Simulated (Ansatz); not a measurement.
# Computed properties of Pb2SeS

Pb2SeS:
```
CELL_PARAMETERS angstrom
      4.24835     0.00000     0.00000
      0.00000     4.24835     0.00000
      0.00000     0.00000     6.00370
ATOMIC_POSITIONS crystal
  Pb 0.00000 0.00000 0.00000
  Pb 0.50000 0.50000 0.50000
  Se 0.50000 0.50000 0.00000
  S  0.00000 0.00000 0.50000
```

Space group P4/mmm (No. 123); conventional cell a = 4.248 Å, b = 4.248 Å, c = 6.004 Å, α = 90.00°, β = 90.00°, γ = 90.00°.

Method: PBEsol (plane waves, PAW; program Ansatz). Structure relaxed to zero pressure with the same functional. Other levels are named where they apply.

Cell and energy:

```yaml
volume_per_atom: 27.09 Å³
density: 8.05 g/cm³
Formation energy from the elements (no fitted shifts): -0.52 eV/atom
```

Electronic structure:

```yaml
band_gap: 0.07 eV (direct)
valence_band_maximum: at R
conduction_band_minimum: at R (2 equivalent valleys)
HSE06 gap on the PBEsol cell: 0.54 eV
Gap with spin–orbit coupling: 0.16 eV (the band order may be inverted)
```

Mechanics:

```yaml
Bulk modulus (Birch–Murnaghan fit): 56.4 GPa
Pressure derivative B′: 4.4
Elastic constants (relaxed ions, GPa): C11 = 96.0, C12 = 58.8, C13 = 14.4, C33 = 141, C44 = 18.2, C66 = 64.4
mechanical_stability: stable (all eigenvalues of C positive)
hill_bulk_and_shear_moduli: 56.5 and 31.1 GPa
Young's modulus: 78.8 GPa
Poisson's ratio: 0.27
debye_temperature_from_the_elastic_constants: 217 K
```

Phonons:

```yaml
Highest zone-centre frequency (without LO–TO term): 103 cm⁻¹
zone_centre_stability: no imaginary mode at Γ
```

The first step of the workflow began from a Materials Project structure, measured or hypothetical; the Crystallography Open Database copy checked does not list it. With Se and S taken as one species the cell has the higher symmetry Fm-3m, so it may be an ordered model of a mixed-site phase. Whether it is the stable phase at ambient conditions was not checked. The PBEsol relaxation kept the symmetry of its start. The references are the lowest solids computed at this level, not always the standard phases. Scalar-relativistic: spin–orbit coupling is off unless named, which matters more the heavier the elements.

Potentials: the later of the program's two PAW sets.
